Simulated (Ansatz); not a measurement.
input.yaml

```yaml
crystal:
  lattice:
    - [3.2155173045, 0.0040059908, -0.0315432343]
    - [0.0040059908, 3.2155173045, -0.0315432343]
    - [-0.1101132664, -0.1101132664, 11.2324340789]
  atoms:
    - { symbol: Zr, position: [-0.0074392639, -0.0074392639, 0.6524439283] }
    - { symbol: Zr, position: [0.0135839237, 0.0135839237, 0.3283462571] }
    - { symbol: Zr, position: [0.4908374409, 0.4908374409, 0.855634628] }
    - { symbol: Ti, position: [0.527982613, 0.527982613, 0.1719393765] }
    - { symbol: Cu, position: [-0.0161594783, -0.0161594783, 0.0031228402] }
    - { symbol: Cu, position: [0.4911947645, 0.4911947645, 0.4885119699] }
basis:
  ecutwfc: 420
kpoints:
  mp_grid: { grid: [10, 10, 4] }
hamiltonian:
  xc: pbesol
scf:
  occupations: { method: gaussian, width: 0.1 }
output:
  forces: true
  stress: true
  eigenvalues: true
  populations: true
```

It can be run as
```bash
ansatz run input.yaml --threads 1 --pin off --backend cpu --events-out ev --progress --plain --runs-dir out  # memory cap (--max-ram) not shown
```

Method: DFT PBEsol, scalar-relativistic, plane waves, PAW in Ansatz 0.2.0.

From the run's log, abridged (final results; tables in files aren't shown):

```
SCF 1 converged in 9 iterations: F = -28037.416260 eV  dr2 = 5.10e-9
SCF converged after 9 iterations
Free energy (F): -28037.416260 eV
Harris-Foulkes:  -28037.416260 eV  (|F-HF|=4.60e-9)
Internal energy: -28037.394354 eV  (E = F + TS)
E sigma→0 (E₀):  -28037.405307 eV
Entropy (-TS):   -0.021907 eV (-3.651 meV/atom)
Fermi energy:    13.578922 eV
--- Per-component energies (eV) ---
  E_band       = -1308.268149
  E_kinetic    = 1864.151967
  E_local      = -13219.890836  (includes V_loc(G=0)·N_el)
  E_nonlocal   = 1031.738983
  E_hartree    = 5620.418647
  E_xc         = -753.048136
  E_vxc        = -919.156660  (∫ρ·V_xc dr)
  E_paw        = -12970.774893  (= ΣΔE_a)
  E_vpaw       = -1305.949398  (= ΣTr[D̂ρ^β])
  E_aug_tail   = 0.000700  (compensation charges beyond the density's cutoff)
  E_ewald      = -9611.039736
  E_core_change = 1.048950  (= ΣΔE_core)
  E_smearing   = -0.021907  (= −TS)
--- Forces (eV/Å), atoms counted from 1 ---
  atom   1  Zr    -0.05120820    -0.05120820     0.13375520
  atom   2  Zr     0.15707593     0.15707593     1.24052211
  atom   3  Zr     0.00102084     0.00102084    -0.37768894
  atom   4  Ti    -0.41605381    -0.41605381    -1.75077217
  atom   5  Cu     0.18751526     0.18751526     0.74434218
  atom   6  Cu     0.12165070     0.12165070     0.00981547
--- Stress (GPa, compression-positive) ---
       -7.278759       0.045292       1.708413
        0.045292      -7.278759       1.708413
        1.708413       1.708413      -7.295857
  P = ⅓ Tr σ = -7.2845 GPa (-72.845 kbar)
--- Band table (eV; the first three rows and the last of 117) ---
  k-point 0: bands = ["-99.0013", "-98.9630", "-56.5455", "-56.5307", "-56.4968", "-56.4955", "-56.4646", "-56.4304", "-43.2590", "-35.2746", "-35.1699", "-34.9328", "-19.5979", "-19.5515", "-19.5514", "-13.4966", "-13.1093", "-13.1075", "-13.0881", "-13.0203", "-12.9432", "-12.9414", "-12.7640", "-12.7626", "6.9189", "7.8854", "9.0101", "9.8491", "9.8871", "10.0022", "10.0161", "10.5835", "10.6084", "10.6349", "10.6713", "10.6775", "10.7761", "10.7878", "11.8089", "12.2255", "12.6597", "12.9943", "13.5772", "14.1827", "14.3612", "14.5971", "15.2038", "15.2504", "15.2835", "15.4164", "16.2488", "16.2675"]
  k-point 1: bands = ["-99.0013", "-98.9630", "-56.5455", "-56.5307", "-56.4968", "-56.4955", "-56.4646", "-56.4304", "-43.2590", "-35.2746", "-35.1699", "-34.9328", "-19.5979", "-19.5515", "-19.5514", "-13.4968", "-13.1093", "-13.1075", "-13.0868", "-13.0214", "-12.9432", "-12.9414", "-12.7640", "-12.7626", "7.0090", "7.6423", "9.3166", "9.8684", "9.8995", "9.9854", "9.9873", "10.4763", "10.5926", "10.6084", "10.6715", "10.6757", "10.7761", "10.7878", "11.8306", "12.2016", "12.6693", "12.9441", "13.5845", "14.1845", "14.3826", "14.6097", "15.1245", "15.1718", "15.2797", "15.4242", "16.4097", "16.4466"]
  k-point 2: bands = ["-99.0013", "-98.9630", "-56.5455", "-56.5307", "-56.4968", "-56.4955", "-56.4646", "-56.4304", "-43.2590", "-35.2746", "-35.1699", "-34.9328", "-19.5979", "-19.5515", "-19.5514", "-13.4970", "-13.1093", "-13.1075", "-13.0855", "-13.0226", "-12.9432", "-12.9415", "-12.7640", "-12.7626", "7.2358", "7.3040", "9.7384", "9.8285", "9.9187", "9.9386", "9.9657", "10.2446", "10.5909", "10.6085", "10.6718", "10.6755", "10.7761", "10.7877", "11.8554", "12.1747", "12.6821", "12.8937", "13.5918", "14.1861", "14.4069", "14.6251", "15.0486", "15.1009", "15.2786", "15.4370", "16.5261", "16.6971"]
  k-point 116: bands = ["-99.0011", "-98.9628", "-56.5478", "-56.5333", "-56.4994", "-56.4981", "-56.4646", "-56.4300", "-43.2343", "-35.1621", "-35.1024", "-34.8409", "-19.6794", "-19.6770", "-19.5664", "-13.5964", "-13.5934", "-13.3356", "-13.3309", "-13.2107", "-13.2061", "-13.1924", "-13.1405", "-12.9283", "9.7149", "9.8461", "9.9140", "9.9442", "10.1566", "10.1594", "10.2642", "10.2671", "11.0392", "11.0787", "11.0890", "11.4372", "11.6814", "11.7708", "11.7760", "11.9974", "12.1460", "12.1486", "13.7803", "13.7925", "14.1579", "14.1649", "15.2628", "15.6757", "16.1962", "16.2182", "17.0041", "17.3172"]
--- Löwdin populations: 6 sites ---
  site symbol q [e]
     0     Zr     11.9921
     1     Zr     12.1668
     2     Zr     12.0329
     3     Ti     11.7079
     4     Cu     18.7138
     5     Cu     18.6732
  spilling = 0.008294 (of n_electrons = 86.000000)
```

The run converged.

Spin polarisation was left out, and a magnetic state may lie lower.